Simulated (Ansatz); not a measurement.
A geometry of Pb away from equilibrium: the start of the relaxation of a relaxed Pb cell, doubled along one cell vector, shaken by Gaussian noise of σ = 0.08 Å a coordinate. These are PBE (plane waves to 420 eV, PAW, scalar-relativistic; Ansatz, a quantum-chemistry and plane-wave program) values and carry that method's errors. Γ-centred k-mesh 11×6×13 on the run's cell (coarser than for final values), Fermi–Dirac smearing 0.05 eV.

```xyz
2
Lattice="-1.7990 1.7990 2.4741 3.5980 -3.5980 4.9483 1.7990 1.7990 -2.4741" Properties=species:S:1:pos:R:3 pbc="T T T"
Pb    -0.0152     0.0621     0.0523
Pb     1.8613    -1.6952     2.6450
```

Give the Cartesian forces on all atoms (eV/Å).


| atom | Fx | Fy | Fz |
|---|---|---|---|
| Pb1 | 0.18 | 0.02 | 0.16 |
| Pb2 | -0.18 | -0.02 | -0.16 |

What is the pressure?

+0.2 GPa, compression positive.

How far above the relaxed end point is this geometry?

0.01 eV/atom; the path ends in C2/m (No. 12) at a tolerance of 0.01 Å, Fm-3m (No. 225) at 0.1 Å.

No spin polarisation in the result.

The run could not lose the symmetry of its start: the end is stationary, and may be a saddle point rather than a minimum.

The end of the path is a generated cell of Pb: the first start was made by placing the elements on the sites of a structure type, and the end was not matched to a known phase here, so it may be hypothetical. Known forms of Pb include space group No. 225.
